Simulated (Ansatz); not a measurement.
Here is an unrelaxed guess for TiBe₂H₆.

```cif
data_structure
_symmetry_space_group_name_H-M 'Fm-3m'
_symmetry_Int_Tables_number 225
_cell_length_a 7.5596
_cell_length_b 7.5596
_cell_length_c 7.5596
_cell_angle_alpha 90.000
_cell_angle_beta 90.000
_cell_angle_gamma 90.000
_cell_volume 432.01
loop_
_atom_site_label
_atom_site_type_symbol
_atom_site_symmetry_multiplicity
_atom_site_Wyckoff_symbol
_atom_site_fract_x
_atom_site_fract_y
_atom_site_fract_z
_atom_site_occupancy
Ti1 Ti 4 a 0.00000 0.00000 0.00000 1
Be1 Be 8 c 0.25000 0.25000 0.75000 1
H1 H 24 d 0.00000 0.75000 0.75000 1
```

Level of theory: DFT PBE, scalar-relativistic, plane waves, PAW in Ansatz. Settings: cutoff 420 eV, Γ-centred mesh 4×4×4 on the computed 9-atom cell, Gaussian smearing of 0.10 eV; no spin polarisation.

Energies over the elements count from the elements' standard structures at the same level (H₂ as a molecule), with no fitted energy shifts.

Question: Estimate its pressure, forces and energy as it stands.

Answer: The pressure is -19.5 GPa (it wants to contract), the largest force is 0.00 eV/Å (symmetry fixes the atoms), and the energy is +0.59 eV/atom against the elements. The shortest distance is 1.89 Å.

Question: Is it a good guess?

Answer: A rough one: relaxing gains about 0.54 eV/atom (the start's value is from the coarse mesh, so the gain is rough) in 13 ionic steps and ends at +0.06 eV/atom on the finer mesh. The symmetry stays Fm-3m (No. 225). The volume per atom shrinks by 44.7 %, from 12.0 to 6.6 Å³. The shortest distance goes from 1.89 Å (Be–H) to 1.55 Å (Be–H). Conventional cell: a = 6.207 Å. Ti is surrounded by 12 H at 2.19 Å and 8 Be at 2.69 Å; around Be lie 6 H at 1.55 Å and 4 Ti at 2.69 Å; H is surrounded by 2 Be at 1.55 Å, 2 Ti at 2.19 Å and 8 H at 2.19 Å.

The last run used collinear spin, a 10×10×10 mesh for its 9-atom cell and Gaussian smearing of 0.10 eV. With hydrogen, zero-point motion can shift formation energies by some tens of meV/atom. The magnetic state reached may not be the lowest. The relaxation can't lower the symmetry of the start, and the grade says only how near the guess is to its own end. A structure relaxed within its symmetry needn't be a true minimum.
